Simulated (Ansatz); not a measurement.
Relaxed LiCl (rock salt):

```yaml
crystal:
  lattice:
    - [0.00000, 2.55614, 2.55614]
    - [2.55614, 0.00000, 2.55614]
    - [2.55614, 2.55614, 0.00000]
  atoms:
    - { symbol: Cl, position: [0.00000, 0.00000, 0.00000] }
    - { symbol: Li, position: [0.50000, 0.50000, 0.50000] }
```

Scan: atom 1 (Cl, nearest neighbour Li at 2.556 Å; its periodic images, 3.6 Å or more away, move with it) is displaced along Cartesian [110], direction (0.707, 0.707, 0.000) in Cartesian axes, by s. The other atoms stay.

These are r2SCAN (plane waves to 500 eV, PAW, scalar-relativistic; Ansatz, a quantum-chemistry and plane-wave program) values and carry that method's errors. k mesh 9×9×9 (Γ-centred), Fermi-Dirac smearing 0.05 eV. Energies are smeared free energies. LiCl was relaxed with its symmetry unable to fall. The zero of ΔE is the undisplaced structure.

Successive frames, forces in eV/Å:

```json
[
 {"frame": "s = 0.260 Å", "ΔE (eV/cell)": "0.0290", "F on Cl1": "(-0.169, -0.169, 0.000)", "F on Li2": "(0.169, 0.169, 0.000)"},
 {"frame": "s = 0.208 Å", "ΔE (eV/cell)": "0.0180", "F on Cl1": "(-0.129, -0.129, 0.000)", "F on Li2": "(0.129, 0.129, 0.000)"},
 {"frame": "s = 0.156 Å", "ΔE (eV/cell)": "0.0099", "F on Cl1": "(-0.093, -0.093, 0.000)", "F on Li2": "(0.093, 0.093, 0.000)"},
 {"frame": "s = 0.104 Å", "ΔE (eV/cell)": "0.0043", "F on Cl1": "(-0.060, -0.060, 0.000)", "F on Li2": "(0.060, 0.060, 0.000)"}
]
```

What are the energy and the forces in the next frame, s = 0.052 Å?

ΔE (eV/cell) = 0.0011.

```tsv
atom	Fx	Fy	Fz
Cl1	-0.029	-0.029	0.000
Li2	0.029	0.029	0.000
```

(For displaced atoms, the force is minus the slope of the energy, and its curvature is a force constant, which sets phonon frequencies.)
